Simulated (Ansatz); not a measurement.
CuI:
```yaml
crystal:
  lattice:
    - [4.47019, 0.00000, 0.00000]
    - [-2.23509, 3.87130, 0.00000]
    - [0.00000, 0.00000, 10.22675]
  atoms:
    - { symbol: Cu, position: [0.29340, 0.00000, 0.33333] }
    - { symbol: Cu, position: [0.00000, 0.29340, 0.66667] }
    - { symbol: Cu, position: [0.70660, 0.70660, 0.00000] }
    - { symbol: I, position: [0.53728, 0.00000, 0.83333] }
    - { symbol: I, position: [0.00000, 0.53728, 0.16667] }
    - { symbol: I, position: [0.46272, 0.46272, 0.50000] }
```

Relaxed with DFT-PBE in the program Ansatz with PAW potentials. Indices refer to the conventional cell of P3_121, a = b = 4.470 Å, c = 10.227 Å, α = β = 90.00°, γ = 120.00°.

**Question.** Simulate the powder diffraction pattern (Ag Kα, λ = 0.560885 Å; lines above 1 %) up to 2θ = 30°.

**Answer.** Simulated powder pattern, Ag Kα, λ = 0.560885 Å (kinematic, ideal powder, no thermal factors, no anomalous dispersion; the 30 strongest lines at most, above 1 %, up to 2θ = 30°):

```tsv
2θ (°)	d (Å)	I/Imax (%)	hkl
8.31	3.871	5.6	(1 0 -1 0)
8.88	3.621	67	(0 1 -1 1)+(1 0 -1 1)
9.44	3.409	5.1	(0003)
10.43	3.086	100	(0 1 -1 2)+(1 0 -1 2)
12.59	2.558	12	(1 0 -1 3)+(0 1 -1 3)
14.42	2.235	10	(1 1 -2 0)
14.76	2.184	26	(1 1 -2 1)
15.11	2.133	38	(1 0 -1 4)+(0 1 -1 4)
15.74	2.048	12	(1 1 -2 2)
16.66	1.936	11	(2 0 -2 0)
16.96	1.902	9.1	(0 2 -2 1)+(2 0 -2 1)
17.26	1.869	18	(1 1 -2 3)
17.82	1.810	4.3	(0 2 -2 2)+(2 0 -2 2)
17.84	1.808	11	(1 0 -1 5)+(0 1 -1 5)
18.94	1.704	9.7	(0006)
19.18	1.683	33	(2 0 -2 3)+(0 2 -2 3)
21.42	1.509	9.0	(1 1 -2 5)
22.10	1.463	5.6	(2 1 -3 0)
22.33	1.448	24	(2 1 -3 1)+(1 2 -3 1)
23.00	1.407	7.5	(1 2 -3 2)+(2 1 -3 2)
23.68	1.367	4.7	(0 1 -1 7)+(1 0 -1 7)
23.88	1.355	4.5	(1 1 -2 6)
25.33	1.279	6.7	(2 0 -2 6)+(0 2 -2 6)
25.52	1.270	5.4	(2 1 -3 4)+(1 2 -3 4)
25.90	1.251	7.0	(3 0 -3 2)+(0 3 -3 2)
26.51	1.223	4.6	(1 1 -2 7)
26.72	1.214	6.8	(0 1 -1 8)+(1 0 -1 8)
27.26	1.190	13	(1 2 -3 5)+(2 1 -3 5)
28.18	1.152	5.3	(0 3 -3 4)+(3 0 -3 4)
29.26	1.110	4.5	(2 1 -3 6)+(1 2 -3 6)
```

The start of the workflow was typed in or built on a structure type; neither database checked (COD, Materials Project) lists it. It is not the phase usual at ambient conditions (space group No. 216). The cell was relaxed with PBE under the symmetry of its start; whether a distortion lowers the energy is not shown. The workflow began spin-polarised and lost its moments. The volume moved by 15 % from the start of the relaxation. Scalar-relativistic: spin–orbit coupling is off unless named, which matters more the heavier the elements.

Potentials: the later of the program's two PAW sets.
